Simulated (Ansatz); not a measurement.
Start of a relaxation of Fe₄Co:

```
Fe Co
1.0
     2.53453    0.00000    0.00000
    -1.26727    2.19497    0.00000
     0.00000    0.00000   20.05434
Fe Co
8 2
Direct
  0.33333 0.66667 0.65000
  0.33333 0.66667 0.85000
  0.33333 0.66667 0.05000
  0.33333 0.66667 0.45000
  0.66667 0.33333 0.95000
  0.66667 0.33333 0.15000
  0.66667 0.33333 0.35000
  0.66667 0.33333 0.55000
  0.33333 0.66667 0.25000
  0.66667 0.33333 0.75000
```

All numbers below come from Ansatz, DFT PBE, scalar-relativistic, plane waves, PAW. Cutoff 420 eV, Gaussian smearing, Γ-centred meshes. Cell and atoms relax first on a coarse mesh and then on a finer one. In between, the cell is made exact in the group found at 0.06 Å. In metals the finer mesh still leaves noise of several meV/atom or more. The steps can't lower the symmetry of their start, moments included. Collinear spin, starting moments 4 4 4 -4 -4 -4 4 4 3 3 μB in the order of the atoms.

A guess keeps its type if space group and coordination stay and the shape of the cell changes little (axis ratios within about 15 %, angles within 6°); the volume may change.

Task: Will the relaxed cell still be of the starting type?

Result: It keeps its type. The symmetry stays P6_3/mmc (No. 194). The volume per atom shrinks by 5.7 %, from 11.2 to 10.5 Å³. The shortest distance goes from 2.48 Å (Fe–Co and Fe–Fe) to 2.41 Å (Fe–Fe). The ratio c/a of the conventional cell changes by a factor of 1.02. Counting neighbours within 15 % of an atom's shortest distance, the start has Co 12, Fe 12 and the end Co 12, Fe 12.

Energies over the elements count from the elements' standard structures at the same level, with no fitted energy shifts.

Task: At what energy does it end?

Result: +0.09 eV/atom. The separate elements lie lower, so it is unstable against them.

The last run used collinear spin, an 18×18×2 mesh (in the run's order of axes) for its 10-atom cell and Gaussian smearing of 0.10 eV. Another magnetic order may lie lower. A structure relaxed within its symmetry needn't be a true minimum.
